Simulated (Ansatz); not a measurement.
Level of theory: Ansatz, DFT PBE, scalar-relativistic, plane waves, PAW. All cells share a 420 eV cutoff and Γ-centred k meshes spaced at most about 0.3 Å⁻¹ (about 0.25 or finer for metals, 2π included). No spin polarisation in the final relaxations.

Temperature and zero-point effects are left out.

Compare these two cells of Sc3W, each relaxed at this level.

A.

```yaml
crystal:
  lattice:
    - [4.36138, 0.00000, 0.00000]
    - [0.00000, 4.36138, 0.00000]
    - [0.00000, 0.00000, 4.36138]
  atoms:
    - { symbol: Sc, position: [0.50000, 0.00000, 0.50000] }
    - { symbol: Sc, position: [0.00000, 0.50000, 0.50000] }
    - { symbol: Sc, position: [0.50000, 0.50000, 0.00000] }
    - { symbol: W, position: [0.00000, 0.00000, 0.00000] }
```

B.

```yaml
crystal:
  lattice:
    - [6.22733, 0.00000, 0.00000]
    - [-3.11366, 5.39303, 0.00000]
    - [0.00000, 0.00000, 4.94050]
  atoms:
    - { symbol: Sc, position: [0.17042, 0.34084, 0.25000] }
    - { symbol: Sc, position: [0.65916, 0.82958, 0.25000] }
    - { symbol: Sc, position: [0.17042, 0.82958, 0.25000] }
    - { symbol: Sc, position: [0.82958, 0.65916, 0.75000] }
    - { symbol: Sc, position: [0.34084, 0.17042, 0.75000] }
    - { symbol: Sc, position: [0.82958, 0.17042, 0.75000] }
    - { symbol: W, position: [0.33333, 0.66667, 0.75000] }
    - { symbol: W, position: [0.66667, 0.33333, 0.25000] }
```

Question: Which would you expect to be lower, and how large is the difference?

Answer: B is lower, by 56 meV/atom. A has the Cu3Au (L1_2) type, space group Pm-3m (No. 221), 20.7 Å³/atom and no gap on its mesh; B has the Ni3Sn (D0_19) type, space group P6_3/mmc (No. 194), 20.7 Å³/atom and no gap. Counting all near atoms (those within 1.25 times the shortest distance at each site), A and B both have Sc 12, W 12. Even the lower one lies +0.20 eV/atom against the reference forms of the elements (uncorrected), so neither is stable at this level. Both come from invented guesses.

These runs have no spin–orbit coupling, which can matter for W. Cells relaxed within their symmetry can be saddle points.
